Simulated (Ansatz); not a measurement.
## Relaxing CsSnI$_{3}$

Level of theory: DFT PBE, scalar-relativistic, plane waves, PAW (Ansatz 0.2.0). Run with 420 eV cutoff, 6×6×6 k-mesh, Gaussian smearing of 0.01 eV, no spin polarisation.

What was changed: relaxed at 4 GPa.

Command:

```bash
ansatz run input.yaml --threads 1 --pin off --max-ram 2560MiB --backend cpu --events-out ev --progress --plain --runs-dir out
```

Input:

```yaml
crystal:
  lattice:
    - [6.0019680913, 0.0, 0.0]
    - [0.0, 6.0019680913, 0.0]
    - [0.0, 0.0, 6.0019680913]
  atoms:
    - { symbol: Cs, position: [0.0, 0.0, 0.0] }
    - { symbol: Sn, position: [0.5, 0.5, 0.5] }
    - { symbol: I, position: [0.0, 0.5, 0.5] }
    - { symbol: I, position: [0.5, 0.0, 0.5] }
    - { symbol: I, position: [0.5, 0.5, 0.0] }
basis:
  ecutwfc: 420
kpoints:
  mp_grid: { grid: [6, 6, 6] }
hamiltonian:
  xc: pbe
scf:
  occupations: { method: gaussian, width: 0.01 }
output:
  forces: true
  stress: true
  eigenvalues: true
relax:
  adjacent_minimum: "off"
  f_tol: 0.008
  max_steps: 50
  cell: { stress_tol: 0.08, p_target: 4.0 }
```

F is the free energy. Steps run on the plane waves of an earlier cell, but the last one, and at times one on the way, on a freshly chosen basis, so a repeated geometry can differ a little in energy. The relaxation lowers the enthalpy F + PV at the target pressure, so F itself can rise.

Steps:

```csv
step,F − F(1) (eV),largest force component (eV/Å),V (Å³/atom),P (GPa)
1,0.0000,0.000,43.243,2.91
2,0.1318,0.000,41.974,3.80
3,0.1653,0.000,41.699,4.01
4,0.1660,0.000,41.699,4.01
```

Relaxed structure:

```yaml
crystal:
  lattice:
    - [5.92969, 0.00000, 0.00000]
    - [0.00000, 5.92969, 0.00000]
    - [0.00000, 0.00000, 5.92969]
  atoms:
    - { symbol: Cs, position: [0.00000, 0.00000, 0.00000] }
    - { symbol: Sn, position: [0.50000, 0.50000, 0.50000] }
    - { symbol: I, position: [0.00000, 0.50000, 0.50000] }
    - { symbol: I, position: [0.50000, 0.00000, 0.50000] }
    - { symbol: I, position: [0.50000, 0.50000, 0.00000] }
```

It takes space group Pm-3m (No. 221, cubic). The conventional cell has a = 5.930 Å, b = 5.930 Å, c = 5.930 Å, α = 90.00°, β = 90.00°, γ = 90.00°. Cs (site symmetry m-3m) is surrounded by 12 I at 4.19 Å. Sn (site symmetry m-3m) is surrounded by 6 I at 2.96 Å. I (site symmetry 4/mmm) is surrounded by 2 Sn at 2.96 Å.

The run converged. It took 41 s on 1 thread of Arm Neoverse V2, with other jobs on the host, peak memory 0.55 GiB.